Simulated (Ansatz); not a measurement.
Cu₃Au (Cu3Au type), conventional cell a = 3.7805 Å, b = 3.7805 Å, c = 3.7805 Å, α = 90.00°, β = 90.00°, γ = 90.00°. The calculation uses the primitive cell of 4 atoms, to which meshes and values per cell refer.

Two coordinates are scanned: the volume, and the ratio of the stretch along z (the conventional c axis) to the stretch across it. Atoms keep their fractional coordinates.

Calculation: PBE (plane waves to 420 eV, PAW, scalar-relativistic; Ansatz, a quantum-chemistry and plane-wave program). k mesh 12×12×12 (Γ-centred), Fermi-Dirac smearing 0.05 eV. Stress and pressure are positive under compression. With partly filled bands, the response to shear is sensitive to the k mesh, so small differences along c/a are uncertain. Cu3Au is run without spin polarisation. Cu3Au was relaxed with its symmetry unable to fall. Spin-orbit coupling is left out, though Au is heavy. 

| σxx (GPa) | V/V₀ = 0.920 | V/V₀ = 0.960 | V/V₀ = 1.000 | V/V₀ = 1.040 | V/V₀ = 1.080 |
|---|---|---|---|---|---|
| (c/a)/(c/a)₀ = 0.880 | 13.5 | 5.4 | -1.0 | -5.8 | -9.6 |
| (c/a)/(c/a)₀ = 0.940 | 13.8 | 5.6 | -0.7 | -5.7 | -9.5 |
| (c/a)/(c/a)₀ = 1.000 | 14.7 | 6.5 | 0.0 | -5.0 | -8.9 |
| (c/a)/(c/a)₀ = 1.060 | 16.8 | … | … | … | -7.8 |
| (c/a)/(c/a)₀ = 1.120 | 19.8 | 10.8 | … | … | … |

**Question.** Some entries are withheld; supply them.

**Answer.** 
- (c/a)/(c/a)₀ = 1.060, V/V₀ = 0.960: 8.2
- (c/a)/(c/a)₀ = 1.060, V/V₀ = 1.000: 1.5
- (c/a)/(c/a)₀ = 1.060, V/V₀ = 1.040: -3.7
- (c/a)/(c/a)₀ = 1.120, V/V₀ = 1.000: 3.8
- (c/a)/(c/a)₀ = 1.120, V/V₀ = 1.040: -1.7
- (c/a)/(c/a)₀ = 1.120, V/V₀ = 1.080: -6.0

(Under strain, the slope of the energy per volume gives the stress and its curvature an elastic modulus.)
